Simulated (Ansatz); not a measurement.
## BaMnGe: field gradients at two levels of theory

Cell: a COD entry, ions relaxed with PBE at fixed cell.

```
CELL_PARAMETERS angstrom
4.50000 0.00000 0.00000
0.00000 4.50000 0.00000
0.00000 0.00000 7.92000
ATOMIC_POSITIONS crystal
Ba 0.50000 0.00000 0.67806
Ba 0.00000 0.50000 0.32194
Mn 0.00000 0.00000 0.00000
Mn 0.50000 0.50000 0.00000
Ge 0.50000 0.00000 0.16028
Ge 0.00000 0.50000 0.83972
```

Sites (sets of like atoms) are named by element and the number of their first atom in this list.

First run. Method: Kohn–Sham DFT in Ansatz, PBE, plane waves and PAW, scalar-relativistic, collinear spin, 420 eV cutoff, Γ-centred 7×7×4 k-points, Fermi–Dirac smearing 0.05 eV. Start moments as typed (μB): 0 0 5 -5 0 0 by atom.

| site | atom | V_zz (10²¹ V/m²) | η | m (μB) |
| --- | --- | --- | --- | --- |
| Ba | 1 | 2.08 | 0.00 | 0.00 |
| Mn | 3 | 2.29 | 0.00 | 3.45 |
| Ge | 5 | 4.11 | 0.00 | 0.00 |

Second run. The same atoms and settings, except that the functional is r2SCAN and the cutoff is 500 eV.

Task: Given the first result, estimate the second.

Result: 

```tsv
site	atom	V_zz	η	change of V_zz	m (μB)
Ba	1	3.55	0.00	+1.47	0.00
Mn	3	2.41	0.00	+0.12	3.89
Ge	5	4.33	0.00	+0.22	0.00
```

The largest change of V_zz is on Ba, from 2.08 to 3.55. In per cent, |V_zz| changes by +70 on Ba, +5 on Mn, +5 on Ge (all sites that start above 2). The absolute magnetisation of the cell goes from 8.0 to 9.1 μB.

The run finds no gap above 0.1 eV (a metal, or nearly one), so the gradients can move by 10 % or more with the k-mesh. Without spin–orbit coupling (the program notes it for Ba) the gradients can shift somewhat, as the gap is small. Semilocal functionals make gaps too small and can close them, so the real compound need not be a metal. The magnetic order is the one that the run reached from its start moments, not necessarily the measured one.
For the first run: The largest force is 0.4 eV/Å, so the atoms aren't at the calculated equilibrium and relaxing them would move these values.
For the second run: The largest force is 0.9 eV/Å, so the atoms aren't at the calculated equilibrium and relaxing them would move these values. The program didn't check the stability of this electronic state in full, so a lower one may lie near.
